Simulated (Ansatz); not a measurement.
Monolayer SnSe (puckered, Pmn2_1 in the vacuum cell, 4 atoms) under equal strain ε along x and y, atoms relaxed, the program Ansatz at the r²SCAN+D4 level (PAW). Strained cells keep size and symmetry, so buckling is not allowed; words on stability below refer to the unstrained layer.

```csv
ε (%),tension xx (N/m)
-4,-2.60
-2,-1.30
0,0.00
2,?
4,1.78
```

Fit the shown tensions and predict the withheld one.

A parabola gives σ = -0.04 + 55.1ε + (-233)ε² N/m, whose slope estimates C11 + C12. At ε = 0.02 that is 0.97 N/m. The run itself gave 1.02 N/m.

A layer that has been made, often on a substrate. Symmetry was held in the r²SCAN+D4 relaxation; whether a distortion lowers the energy is not shown. Scalar-relativistic: spin–orbit coupling is off unless named, which matters more the heavier the elements.

Potentials: the later of the program's two PAW sets.
